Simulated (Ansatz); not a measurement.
Relaxed-ion elastic tensor of Ge2Sb2Te5 in space group P-3m1 (No. 164; Pearson symbol hP9) in GPa (Voigt order), r²SCAN+D4 in the plane-wave PAW code Ansatz; density 6.29 g/cm³, 30.13 Å³ per atom.

|  | 1 | 2 | 3 | 4 | 5 | 6 |
|---|---|---|---|---|---|---|
| 1 | 86.4 | 18.6 | 18.8 | 9.6 | 0.0 | 0.0 |
| 2 | 18.6 | 86.4 | 18.8 | -9.6 | 0.0 | 0.0 |
| 3 | 18.8 | 18.8 | 40.4 | 0.0 | 0.0 | 0.0 |
| 4 | 9.6 | -9.6 | 0.0 | 21.4 | 0.0 | 0.0 |
| 5 | 0.0 | 0.0 | 0.0 | 0.0 | 21.4 | 9.6 |
| 6 | 0.0 | 0.0 | 0.0 | 0.0 | 9.6 | 33.9 |

Task: Is the crystal mechanically stable?

Result: Yes: the smallest eigenvalue of C is 16.2 GPa.

Task: Work out the Voigt, Reuss and Hill averages.

Result: K_V = 36.2, K_R = 31.9, K_H = 34.1; G_V = 25.8, G_R = 21.2, G_H = 23.5 GPa.

Task: Give Young's modulus, Poisson's ratio, Pugh's ratio and the universal anisotropy index.

Result: E = 9KG/(3K + G) = 57.3 GPa; ν = 0.22; K/G = 1.45 (brittle by the Pugh limit of 1.75); A_U = 5G_V/G_R + K_V/K_R − 6 = 1.23.

Task: Estimate the sound speeds and the Debye temperature.

Result: v_l = √((K + 4G/3)/ρ) = 3220 m/s, v_t = √(G/ρ) = 1930 m/s, mean 2140 m/s; Θ = (h/k)(3n/4πV)^(1/3) v_m = 205 K.

Task: How much does each axis shrink under pressure?

Result: Linear compressibilities β_i = Σ_j S_ij (j = 1 to 3): x 6.1, y 6.1, z 19 per TPa.

Symmetry was held in the r²SCAN+D4 relaxation. At this level the phase is dynamically unstable (imaginary phonons). Spin–orbit coupling is left out wherever it is not named.

Potentials: the earlier of the program's two PAW sets. The files were generated under PBE; for other functionals the program regenerates the frozen cores, and for LDA and PBEsol the local potential too.
